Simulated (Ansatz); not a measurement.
GaAs:
```cif
data_As3Ga3
_chemical_formula_sum 'Ga3 As3'
_space_group_name_H-M_alt 'P 1'
_space_group_IT_number 1
_cell_length_a 4.02606
_cell_length_b 4.02606
_cell_length_c 8.85228
_cell_angle_alpha 90.000
_cell_angle_beta 90.000
_cell_angle_gamma 120.000
loop_
_space_group_symop_operation_xyz
  'x, y, z'
loop_
_atom_site_label
_atom_site_type_symbol
_atom_site_fract_x
_atom_site_fract_y
_atom_site_fract_z
_atom_site_occupancy
Ga1 Ga 0.00000 0.50000 0.33333 1
Ga2 Ga 0.50000 0.50000 0.66667 1
Ga3 Ga 0.50000 0.00000 0.00000 1
As1 As 0.00000 0.50000 0.83333 1
As2 As 0.50000 0.50000 0.16667 1
As3 As 0.50000 0.00000 0.50000 1
```

Relaxed with r²SCAN. r²SCAN in the plane-wave PAW code Ansatz gives no gap.

What gap does HSE06 give on the same cell (Ansatz, PAW)?

0.07 eV. The hybrid was solved on a coarser mesh and at special points; its gap is the smallest among all of these. On such a mesh it can open a false gap in a semimetal.

```
k  v1 r²SCAN  c1 r²SCAN    v1 HSE06    c1 HSE06
-  ---------  ---------  ----------  ----------
Γ      -0.27       0.02        0.00        0.07
A      -0.47       1.78  (withheld)  (withheld)
K      -1.90       0.08  (withheld)  (withheld)
H      -1.56       2.56  (withheld)  (withheld)
M      -1.82       0.65       -1.94        0.91
L      -1.94       1.25  (withheld)  (withheld)
```

Top valence (v1) and lowest conduction level (c1) in eV from each method's valence maximum (which need not be a listed point): supply the withheld HSE06 values.


- A, v1 HSE06: -0.50
- A, c1 HSE06: 1.96
- K, v1 HSE06: -1.97
- K, c1 HSE06: 0.36
- H, v1 HSE06: -1.64
- H, c1 HSE06: 2.90
- L, v1 HSE06: -2.02
- L, c1 HSE06: 1.55

Cost on shared cores: the r²SCAN run (SCF on a 12×12×5 mesh, then bands and DOS) roughly 2.2 core-minutes, the HSE06 run (SCF on 5×5×2, then a few points) around 110 core-seconds (rough); the tasks are unlike.

Space group P6_422. The start of the workflow was typed in or built on a structure type; neither database checked (COD, Materials Project) lists it. It is not the phase usual at ambient conditions (space group No. 216). Symmetry was held in the r²SCAN relaxation; whether a distortion lowers the energy is not shown. Spin–orbit coupling is left out wherever it is not named.

Potentials: the later of the program's two PAW sets.
